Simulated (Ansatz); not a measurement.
# TiC: stiffness from a series of strains

```xyz
2
Lattice="0.0000 2.1640 2.1640 2.1640 0.0000 2.1640 2.1640 2.1640 0.0000" Properties=species:S:1:pos:R:3 pbc="T T T"
Ti    0.0000    0.0000    0.0000
C     2.1640    2.1640    2.1640
```

Atoms are numbered in the order listed.

The geometry is COD entry 9012564, unchecked; take it as a test cell.

Computed with Ansatz 0.2.0, DFT, PBEsol, all-electron LAPW, scalar-relativistic.

Settings: a Γ-centred 16×16×16 k mesh, Fermi–Dirac smearing of 0.03 eV, basis error target 1 meV/atom, no spin polarisation.

The strain is applied along the Cartesian axes of the cell as listed (γ is the engineering shear, twice εxy = εyz = εzx). Fractional coordinates are held (clamped ions).

σ is the change of stress from the unstrained cell, which is at -6.20 GPa; tension is positive, so slopes are stress–strain coefficients at that pressure. In a metal the k mesh adds noise.

Only quantities that a quadratic follows smoothly over the whole series are listed; rougher ones are left out.

| γ | σxy (GPa) |
| --- | --- |
| -0.0300 | -4.77 |
| -0.0200 | -3.14 |
| 0.0000 | 0.00 |
| 0.0100 | 1.62 |
| 0.0200 | 3.37 |
| 0.0300 | 5.22 |

Question: Fit the series and read off the stiffness at zero strain.

Answer: Least-squares fits y = p0 + p1 x + p2 x² to the rows give σxy (GPa): p1 = 165, p2 = 280. So C44 (clamped ions) = 165 GPa.

Question: One run, at γ = -0.0100, is withheld. Predict its row.

Answer: The fits give -1.64; the run gave -1.54.
